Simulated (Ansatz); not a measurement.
AlP:
```
AlP
1.0
    3.82111     0.00000     0.00000
   -1.91056     3.30918     0.00000
    0.00000     0.00000     8.63307
Al P
3 3
Cartesian
 -0.95494   1.65400   5.75538
  0.95562   1.65518   0.00000
  1.90987   0.00000   2.87769
 -0.95506   1.65421   1.43884
  0.95550   1.65497   4.31653
  1.91012   0.00000   7.19422
```

Relaxed with PBEsol. Independent-particle spectrum: no excitons, no local fields, no scissors shift; 0.1 eV broadening; ε₁ of the summed bands alone.

Question: Tabulate the dielectric function from plane-wave PAW PBEsol (Ansatz code).

Answer: 

| E (eV) | ε₁ xx | ε₂ xx | ε₁ zz | ε₂ zz |
|---|---|---|---|---|
| 0.0 | 13.53 | 0.00 | 14.85 | 0.00 |
| 0.5 | 13.75 | 0.00 | 15.12 | 0.00 |
| 1.0 | 14.50 | 0.00 | 16.01 | 0.00 |
| 1.5 | 16.05 | 0.00 | 17.86 | 0.00 |
| 2.0 | 19.49 | 0.38 | 21.84 | 0.00 |
| 2.5 | 27.90 | 2.49 | 36.23 | 2.07 |
| 3.0 | 24.96 | 20.71 | 27.51 | 30.79 |
| 3.5 | 18.61 | 32.78 | 11.87 | 37.66 |
| 4.0 | -6.26 | 31.84 | -7.85 | 27.19 |
| 4.5 | -8.27 | 17.81 | -9.33 | 19.36 |
| 5.0 | -7.41 | 12.23 | -10.33 | 13.37 |
| 5.5 | -6.35 | 9.92 | -8.76 | 8.55 |
| 6.0 | -6.73 | 7.37 | -6.92 | 6.17 |
| 6.5 | -5.61 | 5.84 | -5.80 | 5.48 |
| 7.0 | -5.12 | 4.54 | -5.48 | 4.06 |
| 7.5 | -4.25 | 3.61 | -4.59 | 3.36 |
| 8.0 | -4.16 | 3.30 | -4.12 | 2.45 |
| 8.5 | -3.83 | 2.41 | -3.48 | 1.98 |
| 9.0 | -3.28 | 1.77 | -3.00 | 1.73 |
| 9.5 | -2.78 | 1.34 | -2.68 | 1.30 |
| 10.0 | -2.38 | 1.04 | -2.38 | 1.01 |
| 10.5 | -1.97 | 0.87 | -1.94 | 0.79 |
| 11.0 | -1.66 | 0.78 | -1.63 | 0.71 |
| 11.5 | -1.45 | 0.65 | -1.43 | 0.66 |
| 12.0 | -1.22 | 0.57 | -1.28 | 0.53 |

Question: From ε at 3.4 eV (xx: 20.97 + 30.91i), find n, k, the normal reflectivity and the absorption coefficient.

Answer: n = 5.40, k = 2.863, R = 56 %, α = 2kE/ħc = 990000 cm⁻¹.

With all bands, ε∞ without local fields is 13.5 (xx = yy), 14.9 (zz). DFPT, with local fields, gives 12.6 (xx = yy), 14.0 (zz).

Space group P6_422. The start of the workflow was typed in or built on a structure type; neither database checked (COD, Materials Project) lists it. It is not the phase usual at ambient conditions (space group No. 216). The PBEsol relaxation kept the symmetry of its start; of distortions, only those at the zone centre were tested.

Potentials: the later of the program's two PAW sets.
